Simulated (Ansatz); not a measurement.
## What moves the field gradients of BN?

Cell of run 1: an entry of the Crystallography Open Database (COD) (the entry's cell lengths or inner coordinates differ somewhat from later room-temperature determinations).

```yaml
crystal:
  lattice:
    - [2.49824, 0.00000, 0.00000]
    - [-1.24912, 2.16354, 0.00000]
    - [0.00000, 0.00000, 6.63570]
  atoms:
    - { symbol: B, position: [0.33333, 0.66667, 0.25000] }
    - { symbol: B, position: [0.66667, 0.33333, 0.75000] }
    - { symbol: N, position: [0.33333, 0.66667, 0.75000] }
    - { symbol: N, position: [0.66667, 0.33333, 0.25000] }
```

Sites (sets of like atoms) are named by element and the number of their first atom in this list.

Relaxed positions (PBE, cell held):

```
CELL_PARAMETERS angstrom
2.49824 0.00000 0.00000
-1.24912 2.16354 0.00000
0.00000 0.00000 6.63570
ATOMIC_POSITIONS crystal
B 0.33333 0.66667 0.25000
B 0.66667 0.33333 0.75000
N 0.33333 0.66667 0.75000
N 0.66667 0.33333 0.25000
```

All runs are DFT with Ansatz 0.2.0 (plane waves and PAW, scalar-relativistic unless spin–orbit coupling is named, Γ-centred meshes, Fermi–Dirac smearing where given) in this cell.

Run 1: PBE, atoms as given; 420 eV, 14×14×5 k-points, smearing 0.02 eV.
Run 2: r2SCAN, at the relaxed atoms; 500 eV, 14×14×5 k-points, smearing 0.02 eV.
Run 3: LDA, at the relaxed atoms; 420 eV, 14×14×5 k-points, smearing 0.02 eV.

| run | B V_zz (η) | N V_zz (η) |
| --- | --- | --- |
| 1 | 2.83 (0.00) | -0.26 (0.00) |
| 2 | ? | ? |
| 3 | 2.86 (0.00) | 0.14 (0.00) |

V_zz in 10²¹ V/m².

**Question.** Estimate the row of run 2.

**Answer.** B: 2.96 (0.00); N: -0.32 (0.00). It lies nearest to run 1, from whose tensors on these sites it differs by 0.13 at most (largest principal value of the difference, on B).

The cell isn't the equilibrium one in run 1 (calculated pressure 5 GPa), and the entry's cell may itself be off.
